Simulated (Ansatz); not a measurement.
**Two-dimensional SnSe$_{2}$, first-principles data**

SnSe2:
```xyz
3
Lattice="3.7692 0.0000 0.0000 -1.8846 3.2642 0.0000 0.0000 0.0000 33.0000" Properties=species:S:1:pos:R:3 pbc="T T F"
Se     1.8846     1.0881    18.0786
Sn     0.0000     0.0000    16.5000
Se     0.0000     2.1761    14.9214
```
The layer is periodic in x and y and isolated along z.

Method: the program Ansatz at the LDA level (PAW). Lattice and atoms are relaxed at this level; other levels are named.

**Structure**

```json
{
  "In-plane lattice": "a = 3.769 Å",
  "distance_between_the_outermost_nuclei": "3.16 Å"
}
```

**Electronic structure**

```json
{
 "band_gap": "0.68 eV (indirect)",
 "valence_band_maximum": "on the Γ–M line, 24 % of the way from Γ",
 "conduction_band_minimum": "at M",
 "Ionisation potential (Kohn–Sham)": "6.12 eV",
 "Electron affinity (Kohn–Sham)": "5.44 eV",
 "Electron effective mass, in the valley at M": "0.19 along x, 0.74 along y (mₑ)",
 "Hole effective mass, in the valley on the Γ–M line, 24 % of the way from Γ": "0.19 along x, 1.5 along y (mₑ)"
}
```

Space group P-3m1 (1T). A layer that has been made, often on a substrate. The LDA relaxation kept the symmetry of its start; its stability against distortions is not shown here. Scalar-relativistic: spin–orbit coupling is off unless named, which matters more the heavier the elements.

Potentials: the later of the program's two PAW sets.
